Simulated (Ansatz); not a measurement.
# Turning moments in Fe

The cell (1 atom) is Fe as a test cell of our own (not relaxed).

```
Fe
1.0
    -1.44050    1.44050    1.44050
     1.44050   -1.44050    1.44050
     1.44050    1.44050   -1.44050
Fe
1
Direct
  0.00000 0.00000 0.00000
```

Numbers behind element symbols give the atom's place in this list.

Method: DFT, PBE, fully relativistic norm-conserving potentials, plane waves, spin-orbit coupling (Ansatz).

| Item | Value |
| --- | --- |
| Plane-wave cutoff | 1225 eV |
| k-point mesh | 5×5×5 (Γ-centred) |
| Occupations | Gaussian smearing, 0.1 eV |

With one magnetic atom in the cell its copies can only be parallel; orders in a larger cell may lie lower.

The mesh is coarse, so energy differences (and at times their sign) aren't converged.

Spins are non-collinear; moments are vectors (x, y, z) in μB.

By default the program goes on after convergence only on a hint of a lower state. With a search on, the program may also reshape the start on open shells.

Only this run was made, so its end need not be the lowest state of the cell.

Q: Start Fe1 (0.00, 0.00, 2.20); default search for lower states. What happens?

A: It converges in 22 iterations: site vectors not recorded: net moment 2.44 μB, absolute moment 2.57 μB.
